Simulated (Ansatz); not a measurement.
Input:

LiTaO₃:
```xyz
10
Lattice="5.3179 0.0000 0.0000 0.0000 5.3179 0.0000 0.0000 0.0000 3.8872" Properties=species:S:1:pos:R:3 pbc="T T T"
Li     2.6589     0.0000     1.9436
Li     0.0000     2.6589     1.9436
Ta     0.0000     0.0000     0.0000
Ta     2.6589     2.6589     0.0000
O      0.0000     0.0000     1.9436
O      2.6589     2.6589     1.9436
O      3.5871     0.9281     0.0000
O      1.7308     4.3897     0.0000
O      4.3897     3.5871     0.0000
O      0.9281     1.7308     0.0000
```

This is the LDA-relaxed structure. x, y and z are the axes in which the lattice vectors are written.

### Question
All from LDA (plane waves, PAW; program Ansatz), unless another level is named. Predict the Poisson's ratio.

### Answer
0.24.

### Question
Predict the highest zone-centre frequency (without LO–TO term).

### Answer
912 cm⁻¹.

### Question
Give the elastic constants (relaxed ions, GPa).

### Answer
C11 = 270, C12 = 126, C13 = 55.1, C33 = 557, C44 = 70.4, C66 = 190.

Space group P4/mbm. The workflow started from a Materials Project entry (that database holds measured and hypothetical structures alike); the Crystallography Open Database copy checked does not list it. It is not the phase usual at ambient conditions (space group No. 161). Symmetry was held in the LDA relaxation. At this level the phase is dynamically unstable (imaginary phonons). The run is not spin-polarised. Scalar-relativistic: spin–orbit coupling is off unless named, which matters more the heavier the elements.

Potentials: the later of the program's two PAW sets.
